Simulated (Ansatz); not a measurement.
In: computed DOS

```xyz
3
Lattice="1.6696 0.9640 8.2075 -1.6696 0.9640 8.2075 0.0000 -1.9279 8.2075" Properties=species:S:1:pos:R:3 pbc="T T T"
In    0.0000    0.0000    0.0000
In    0.0000    0.0000   19.1565
In    0.0000    0.0000    5.4659
```

The cell is the one relaxed in the Materials Project (mp-1184502), not relaxed further here; entries there can be hypothetical.

Spin–orbit coupling is left out, though it moves levels of the heavy atoms by tenths of an eV or more.

These are results of DFT, PBEsol, all-electron LAPW, scalar-relativistic in Ansatz 0.2.0, not measurements.

Sampling and basis: a Γ-centred 14×14×14 k mesh, Fermi–Dirac smearing of 0.05 eV, basis error target 0.5 meV/atom, no spin polarisation.

States per eV and cell, averaged over 0.6 eV, from -9.4 to 1.8 eV, with energies (bin centres) from the Fermi level; empty bins are left out. 

| E (eV) | total |
| --- | --- |
| -9.2 | 0.24 |
| -8.6 | 0.44 |
| -8.0 | 0.57 |
| -7.4 | 0.67 |
| -6.8 | 0.77 |
| -6.2 | 0.85 |
| -5.6 | 0.95 |
| -5.0 | 1.13 |
| -4.4 | 1.12 |
| -3.8 | 1.06 |
| -3.2 | 1.20 |
| -2.6 | 1.18 |
| -2.0 | 0.85 |
| -1.4 | 1.38 |
| -0.8 | 1.47 |
| -0.2 | 1.37 |
| 0.4 | 1.48 |
| 1.0 | 1.44 |
| 1.6 | 1.65 |
